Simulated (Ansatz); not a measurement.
TiAl$_{3}$ (D022 type, space group I4/mmm)

```
TiAl3
1.0
   -1.92294     1.92294     4.30997
    1.92294    -1.92294     4.30997
    1.92294     1.92294    -4.30997
Al Ti
3 1
Cartesian
  0.00000   0.00000   4.30997
  0.00000   1.92294   2.15498
  1.92294   0.00000   2.15498
  0.00000   0.00000   0.00000
```

Two-dimensional scan of atom 4 (Ti, nearest neighbour Al at 2.719 Å; its periodic images, 3.8 Å or more away, move with it): u runs along (0.707, 0.707, 0.000), v along (0.000, 0.000, 1.000) (Cartesian). Cell and other atoms are fixed.

Computed with PBE (plane waves to 420 eV, PAW, scalar-relativistic; Ansatz, a program for electronic structure). k mesh 14×14×14 (Γ-centred), Fermi-Dirac smearing 0.05 eV. Energies are smeared free energies. Points where atoms come too close for the PAW data are left out (x in tables, blank in figures). With partly filled bands, energies and forces of such displacements shift with the k mesh and the smearing. Fu and Fv are the components of the force on the atom. TiAl3 is run without spin polarisation. TiAl3 was relaxed with its symmetry unable to fall. The zero of ΔE is the undisplaced structure. Axes are in Å.

ΔE (meV/cell), with u across and v down:

```tsv
v \ u	-0.680	-0.453	-0.227	0.000	0.227	0.453	0.680
-0.680	5107	3247	2177	1829	2177	3247	5107
-0.453	x	2004	1079	789	1079	2004	x
-0.227	x	1320	456	193	456	1320	x
0.000	x	1105	256	0	256	1105	x
0.227	x	1320	456	193	456	1320	x
0.453	x	2004	1079	789	1079	2004	x
0.680	5107	3247	2177	1829	2177	3247	5107
```

Fu (eV/Å), with u across and v down:

```
v \ u   -0.680  -0.453  -0.227  0.000  0.227  0.453   0.680
------  ------  ------  ------  -----  -----  -----  ------
-0.680   10.09    6.40    3.09   0.00  -3.09  -6.40  -10.09
-0.453       x    5.70    2.59   0.00  -2.59  -5.70       x
-0.227       x    5.44    2.37   0.00  -2.37  -5.44       x
0.000        x    5.38    2.31   0.00  -2.31  -5.38       x
0.227        x    5.44    2.37   0.00  -2.37  -5.44       x
0.453        x    5.70    2.59   0.00  -2.59  -5.70       x
0.680    10.09    6.40    3.09   0.00  -3.09  -6.40  -10.09
```

What the scan shows:

Principal force constants in the plane (five-point differences of the forces): 7.5 and 9.7 eV/Å². Softest direction at the centre: along v. Centre of the map: a minimum. Lowest place on the grid: u = 0.000 Å, v = 0.000 Å (0 meV/cell).

(A displaced cell: forces are minus the slopes of the energy, force constants its curvatures, and phonons follow from these.)
